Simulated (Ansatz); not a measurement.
## Does relaxation matter for the field gradients of SiC with Nb replacing Si?

Start: a supercell of SiC (zinc blende type, F-43m) built from an entry of the Crystallography Open Database (COD), with all atoms left at the host's positions.

```cif
data_NbSi26C27
_symmetry_space_group_name_H-M 'F-43m'
_symmetry_Int_Tables_number 216
_cell_length_a 13.0740
_cell_length_b 13.0740
_cell_length_c 13.0740
_cell_angle_alpha 90.000
_cell_angle_beta 90.000
_cell_angle_gamma 90.000
loop_
_atom_site_label
_atom_site_type_symbol
_atom_site_symmetry_multiplicity
_atom_site_Wyckoff_symbol
_atom_site_fract_x
_atom_site_fract_y
_atom_site_fract_z
Nb Nb 4 a 0.0000 0.0000 0.0000
Si2 Si 48 h 0.1667 0.0000 0.1667
Si5 Si 16 e 0.3333 0.8333 0.1667
Si9 Si 16 e 0.6667 0.6667 0.3333
Si15 Si 24 f 0.5000 0.6667 0.5000
C28 C 16 e 0.0833 0.9167 0.0833
C29 C 24 g 0.2500 0.9167 0.2500
C33 C 48 h 0.5833 0.7500 0.4167
C41 C 16 e 0.4167 0.5833 0.4167
C54 C 4 c 0.7500 0.2500 0.7500
```

One atom of each set is listed; the run and its k-mesh use a cell of 54 atoms with edges of 9.24, 9.24, 9.24 Å.

Level of theory: DFT, PBE, plane waves and PAW, scalar-relativistic, 420 eV cutoff, Γ-centred 3×3×3 k-points, Fermi–Dirac smearing 0.01 eV, cell charge +1 (Ansatz 0.2.0).

The largest force at the start is 4.3 eV/Å. Relaxing the ions at fixed cell moves them by 0.128 Å at most (atom 28, C) and 0.039 Å rms.

```tsv
site	moved (Å)	first shell before	first shell after	V_zz before (10²¹ V/m²)	η before
Nb	0.000	4 C at 1.89 Å	4 C at 2.01 Å	0.00	–
Si2	0.037	4 C at 1.89 Å	4 C at 1.87–1.88 Å	1.47	0.00
Si5	0.004	4 C at 1.89 Å	4 C at 1.88–1.89 Å	-0.16	0.00
Si9	0.002	4 C at 1.89 Å	4 C at 1.89 Å	-0.18	0.00
Si15	0.005	4 C at 1.89 Å	4 C at 1.88–1.89 Å	-0.14	0.48
C28	0.128	1 Nb at 1.89 Å, 3 Si at 1.89 Å	3 Si at 1.88 Å, 1 Nb at 2.01 Å	-1.41	0.00
C29	0.004	4 Si at 1.89 Å	4 Si at 1.87–1.89 Å	0.38	0.28
C33	0.002	4 Si at 1.89 Å	4 Si at 1.88–1.89 Å	-0.16	0.00
```

Problem. What are V_zz and η after the relaxation?

Solution. 

```json
{"site": "Nb", "V_zz after": "0.00", "η after": "–", "change of V_zz": "0.00"}
{"site": "Si2", "V_zz after": "1.51", "η after": "0.43", "change of V_zz": "+0.04"}
{"site": "Si5", "V_zz after": "-0.22", "η after": "0.00", "change of V_zz": "-0.06"}
{"site": "Si9", "V_zz after": "-0.16", "η after": "0.00", "change of V_zz": "+0.02"}
{"site": "Si15", "V_zz after": "-0.21", "η after": "0.58", "change of V_zz": "-0.07"}
{"site": "C28", "V_zz after": "-1.18", "η after": "0.00", "change of V_zz": "+0.23"}
{"site": "C29", "V_zz after": "0.100", "η after": "0.20", "change of V_zz": "–"}
{"site": "C33", "V_zz after": "0.083", "η after": "0.91", "change of V_zz": "–"}
```

The largest change of V_zz along a kept axis is on C28, from -1.41 to -1.18. The whole tensor moves most on C29, by 0.42 along its most changed direction. In per cent, |V_zz| changes by +3 on Si, -16 on C (all sites that start above 0.5). Where |V_zz| stays above 0.1 and the axes keep their order, η moves most on Si2, from 0.00 to 0.43. On C29, C33 the largest principal value lies along another axis in the second run, so the two V_zz can't be compared directly. Other sites with |V_zz| of 0.02 or less aren't listed.

The defect repeats with the cell of 54 atoms, so it feels its images: sites between two images don't show the values beside a lone defect, and zeros or small values of η there can come from the images' arrangement. A uniform background compensates the cell's charge. Without spin–orbit coupling (the program notes it for Nb) the gradients are little affected as a rule: paired runs on crystals with a gap mostly move them by under 2 % at such atoms.
Before: The cell keeps the host's lattice, where the PBE pressure is 9 GPa (in a charged cell this depends on the convention for the mean potential). The neighbours have not yet relaxed around the defect (largest force 4.3 eV/Å), so the values at and beside it are those of a strained start, not of the defect in a real crystal.
After: The relaxation keeps the site symmetry -43m of the start, so the impurity can't leave its site; a start off the site could end lower. The cell keeps the host's lattice, where the PBE pressure is 8 GPa (in a charged cell this depends on the convention for the mean potential).
